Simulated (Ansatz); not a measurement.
# Band structure of ScB2

```
CELL_PARAMETERS angstrom
3.15000 0.00000 0.00000
-1.57500 2.72798 0.00000
0.00000 0.00000 3.52000
ATOMIC_POSITIONS crystal
Sc 0.00000 0.00000 0.00000
B 0.33333 0.66667 0.50000
B 0.66667 0.33333 0.50000
```

Atom numbers follow the list: Sc1, B2, B3.

The geometry is COD entry 1510831, unchecked; take it as a test cell.

Spin polarisation is left out, and whether a magnetic state lies lower isn't shown here.

Computed with DFT, PBEsol, all-electron LAPW, scalar-relativistic in Ansatz 0.2.0.

Settings: a Γ-centred 12×12×9 k mesh, Fermi–Dirac smearing of 0.03 eV, basis error target 1 meV/atom, no spin polarisation.

Points in fractions of the reciprocal vectors of this cell: Γ (0, 0, 0), M (0.5, 0, 0), K (0.333, 0.333, 0), A (0, 0, 0.5), L (0.5, 0, 0.5), H (0.333, 0.333, 0.5). The path joins them by straight lines in the order Γ–M–K–Γ–A–L–H–A–L; legs that retrace an earlier one aren't tabulated. Energies are in eV from the Fermi level.

(1) List the levels at A between -8 and 2 eV.

(2) List the levels at M between -8 and 2 eV.

(3) List the levels at H between -8 and 2 eV.

(4) What is the band gap?

## Answers

(1) -5.82, 0.48 (×2), 1.99 (×2).

(2) -7.64, -7.54, -1.89 (×2), -0.44.

(3) -7.02 (×2), -4.18, -1.53 (×2).

(4) none: with an odd electron count and no spin polarisation the bands can't all be full, a metal in this set-up (spin order or a larger cell could open a gap).
